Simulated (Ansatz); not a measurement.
This is a single-point calculation with Ansatz 0.2.0 on Ga4As3N, ordered on the zincblende lattice (Amm2) with 8 atoms a cell; the level of theory is r2SCAN. The cell was relaxed beforehand with r2SCAN.

Input (YAML):
```yaml
crystal:
  lattice:
    - [3.8094919757, 0.0, 0.0]
    - [0.0, 3.8238492163, 5.3860200495]
    - [0.0, -3.8238492163, 5.3860200495]
  atoms:
    - { symbol: "N", position: [0.0, 0.0032177032, 0.0032177032] }
    - { symbol: As, position: [0.5, -0.0027772216, 0.5004447149] }
    - { symbol: As, position: [0.5, 0.5004447149, -0.0027772216] }
    - { symbol: As, position: [0.0, 0.503605362, 0.503605362] }
    - { symbol: Ga, position: [0.5, 0.8999971459, 0.8999971459] }
    - { symbol: Ga, position: [0.0, 0.8934504402, 0.3285453387] }
    - { symbol: Ga, position: [0.0, 0.3285453387, 0.8934504402] }
    - { symbol: Ga, position: [0.5, 0.3735165168, 0.3735165168] }
kpoints:
  mp_grid: { grid: [6, 4, 4] }
  band_path:
    path:
      - [0.0, 0.0, 0.0]
      - [0.0, 0.5, 0.5]
      - [0.0, 0.6239898309, 0.3760101691]
      - [0.0, 0.3760101691, -0.3760101691]
      - [0.5, 0.0, 0.0]
      - [0.5, 0.3760101691, -0.3760101691]
      - [0.5, 0.6239898309, 0.3760101691]
      - [0.5, 0.5, 0.5]
      - [0.0, 0.5, 0.0]
      - [0.15, 0.0, 0.0]
      - [0.1, 0.0, 0.0]
    npoints: 1
hamiltonian:
  xc: r2scan
scf:
  occupations: { method: fermi_dirac, width: 0.02 }
  n_extra_bands: 6
output:
  forces: true
  stress: true
  eigenvalues: true
  write_density: true
  write_potential: true
  elf: true
  volumetric_format: npy
```

Command: `ansatz run input.yaml --threads 4 --pin off --max-ram 6451MiB --backend cpu --events-out ev --progress --plain --runs-dir out`. Wall time 24 s on 4 threads of Arm Neoverse V1, on a shared host; peak host memory 0.9 GiB.

**Question.** What will the output look like, and what does it show?

**Answer.** What the program printed (shortened):
```
Functional definition: r2SCAN
Crystal: 8 atoms, lattice volume = 156.915 Å³
Basis set: ecut = 500 eV, 3923 PW (Γ)
Bands: 57, of which v1, the nominal top of the filled ones, is band 51 counted from 1 (50 counted from 0)
Symmetry: 4 space group operations
Space group: Amm2 (ITA 38)
k-points: 28 of 96 (time reversal used)
SCF 1 converged in 9 iterations: F = -30141.648761 eV  dr2 = 1.18e-8
SCF converged after 9 iterations
Free energy (F): -30141.648761 eV
Internal energy: -30141.647303 eV  (E = F + TS)
E sigma→0 (E₀):  -30141.648032 eV
Entropy (-TS):   -0.001458 eV (-0.182 meV/atom)
Fermi energy:    8.613242 eV
--- Forces (eV/Å), atoms counted from 1 ---
  atom   1  N       0.00000      0.00000    -0.00265
  atom   2  As      0.00000    -0.00059      0.00045
  atom   3  As      0.00000      0.00059      0.00045
  atom   4  As      0.00000      0.00000    -0.00083
  atom   5  Ga      0.00000      0.00000      0.00021
  atom   6  Ga      0.00000      0.00120      0.00142
  atom   7  Ga      0.00000    -0.00120      0.00142
  atom   8  Ga      0.00000      0.00000    -0.00051
--- Stress (GPa, compression-positive) ---
       -0.003832       0.000000       0.000000
        0.000000      -0.015656       0.000000
        0.000000       0.000000      -0.009000
  P = ⅓ Tr σ = -0.0095 GPa (-0.095 kbar)
--- Band table (eV; the first three rows and the last of 28) ---
  k-point 0: bands = […, 6.7569, 7.0000, 7.4547, 7.8987, 8.5171, 8.7415, 8.8439, 10.3864, 10.8685, 10.9610, …]
  k-point 1: bands = […, 6.6637, 6.7627, 6.9141, 7.8010, 8.4903, 8.5539, 8.6295, 10.8771, 11.1965, 11.7136, …]
  k-point 2: bands = […, 5.1763, 6.7072, 6.7495, 7.7374, 8.3985, 8.4144, 9.0064, 11.2804, 11.5123, 11.7700, …]
  k-point 27: bands = […, 5.3711, 5.7193, 6.7672, 7.2365, 7.4879, 7.8087, 9.1522, 9.9296, 10.3383, 10.7644, …]
```
Only the leading digits can be foreseen; the rest is this run's record.

The rows of the band table are 0: (0, 0, 0) = Γ, 1: (0, 0, 1/4), 2: (0, 0, -1/2) = S, 27: (-1/2, -1/2, -1/2) = T.

The file bands.tsv (bands near the Fermi energy, numbered from 0, rounded):
```tsv
# k_distance	band_46	band_47	band_48	band_49	band_50	band_51	band_52	band_53	band_54
# fermi_ev = 8.613242
# [0, 0, 0] at k_distance = 0.000000
# [0, 0.5, 0.5] at k_distance = 0.583286
# [0, 0.6239898309, 0.3760101691] at k_distance = 0.787021
# [0, 0.3760101691, -0.3760101691] at k_distance = 1.502360
# [0.5, 0, 0] at k_distance = 2.532806
# [0.5, 0.3760101691, -0.3760101691] at k_distance = 3.150650
# [0.5, 0.6239898309, 0.3760101691] at k_distance = 3.865989
# [0.5, 0.5, 0.5] at k_distance = 4.069724
# [0, 0.5, 0] at k_distance = 5.036105
# [0.15, 0, 0] at k_distance = 5.597364
# [0.1, 0, 0] at k_distance = 5.679831
# levels_relative_to = fermi_ev
0.000	-1.613	-1.159	-0.715	-0.096	0.128	0.231	1.773	2.255	2.348
0.583	-2.685	-1.433	-1.397	-1.154	-0.833	1.559	2.191	2.861	3.364
0.787	-2.267	-1.678	-1.535	-1.246	-0.483	1.333	2.685	3.137	3.424
1.502	-2.267	-1.678	-1.535	-1.246	-0.483	1.333	2.685	3.137	3.424
2.533	-3.889	-3.673	-3.328	-2.239	-0.933	2.434	2.961	3.640	3.941
3.151	-2.916	-2.431	-1.821	-1.596	-1.335	1.154	1.674	2.242	2.637
3.866	-2.916	-2.431	-1.821	-1.596	-1.335	1.154	1.674	2.242	2.637
4.070	-2.894	-1.846	-1.377	-1.125	-0.805	0.539	1.316	1.725	2.151
5.036	-1.906	-1.864	-0.876	-0.215	-0.199	0.393	2.667	2.899	3.157
5.597	-2.053	-1.805	-1.560	-0.425	-0.233	0.024	2.101	3.437	3.542
5.680	-1.698	-1.442	-1.038	-0.241	-0.154	-0.097	1.964	2.928	2.981
```
In order the rows are Γ, Y, C₀, Σ₀, Z, A₀, E₀, T, S, Γ–Z (0.30), Γ–Z (0.20).

Planar averages along the third cell vector, from rho_z.tsv and v_z.tsv (valence density with its augmentation; electrostatic potential energy of an electron, of which only differences have a meaning):

| z (Å) | ρ (e/Å³) | v_es (eV) |
| --- | --- | --- |
| 0.00 | 1.045 | 2.61 |
| 0.26 | 0.708 | 4.91 |
| 0.53 | 0.343 | 7.27 |
| 0.79 | 0.184 | 9.31 |
| 1.19 | 0.122 | 10.11 |
| 1.45 | 0.140 | 8.80 |
| 1.72 | 0.271 | 6.86 |
| 1.98 | 0.727 | 5.17 |
| 2.25 | 1.234 | 3.80 |
| 2.51 | 1.164 | 2.20 |
| 2.77 | 0.838 | 2.04 |
| 3.04 | 1.109 | 4.03 |
| 3.43 | 1.348 | 6.73 |
| 3.70 | 0.697 | 6.93 |
| 3.96 | 0.281 | 7.54 |
| 4.23 | 0.159 | 9.48 |
| 4.49 | 0.116 | 10.85 |
| 4.76 | 0.103 | 10.69 |
| 5.02 | 0.122 | 9.22 |
| 5.28 | 0.208 | 6.84 |
| 5.68 | 0.968 | 3.76 |
| 5.94 | 1.591 | 2.22 |
| 6.21 | 1.223 | 1.46 |
| 6.47 | 1.080 | 1.87 |

With r2SCAN the bands overlap by 0.23 eV (counted from 1, band 51 peaks at Γ and band 52 bottoms out at Γ–Z (0.20 of the way from Γ)): no gap. Edges are sought over the mesh and the listed points. The mean stress is close to zero (-0.01 GPa).

No spin polarisation. The prototype was imposed, so other structures may be more stable.

Spin-orbit coupling is left out.

Where bands overlap, v1 and c1 are numbered by the electron count and aren't everywhere filled or empty.

Overlapping bands make a metal at that level, for which these meshes are coarse; small forces, stresses and energy differences are uncertain. A small overlap in a semilocal functional can be an artefact that a hybrid or GW lifts.
